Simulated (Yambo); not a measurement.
How GW settings move the gap: LiCuF₄

G0W0@LDA for LiCuF$_{4}$ (space group P2_1/c, No. 14) in Yambo. Reference settings: 2×2×2 Γ-centred k mesh, bands 11 to 213 and a 7 Ry block in the screening, 213 bands in G with the Bruneval-Gonze terminator, plasmon pole fitted at 27.2 eV. The LDA gap Γ → (0, 0, -0.5) on this mesh is 0.56 eV; G0W0 gaps are taken between the same points.

| change from the reference | G0W0 gap Γ → (0, 0, -0.5) (eV) | shift of the valence edge (eV) | rough Yambo cost |
|---|---|---|---|
| reference settings | 1.52 | -0.21 | 1 |
| 98 bands in W, 98 bands in G | 1.49 | -0.17 | about 1/3 |
| 147 bands in W, 147 bands in G | 1.51 | -0.20 | within a factor of two |
| 98 bands in G | 1.52 | -0.23 | – |
| 147 bands in G | 1.52 | -0.23 | – |
| 115 bands in W | 1.49 | -0.18 | about 1/2 |
| 2 Ry block | 2.23 | -1.02 | within a factor of two |
| 6 Ry block | 1.55 | -0.24 | within a factor of two |
| 3 Ry block | 2.01 | -0.73 | within a factor of two |
| pole fitted at 10 eV | 1.38 | -0.20 | – |
| no random integration | 1.47 | 0.02 | – |
| no terminator | 1.53 | -0.01 | – |
| 98 bands in G, no terminator | 1.55 | 0.21 | – |
| 147 bands in G, no terminator | 1.54 | 0.07 | – |

The reference isn't shown to be the converged limit. Costs are rough (shared machines), scaled to the same edge states, and given only for runs that recompute the screening.

The 3d shell has no Hubbard U; the runs are without spin polarisation, and magnetic order was not tried.

Geometry of the Materials Project entry, not relaxed at this level; primitive cell a = 5.4300 Å, b = 4.7778 Å, c = 5.6749 Å, α = 90.00°, β = 118.45°, γ = 90.00°.

The structure is a Materials Project entry; no match was found in the copy of COD used, and its stability was not checked.

A shift is the quasiparticle energy of the state minus its LDA energy.
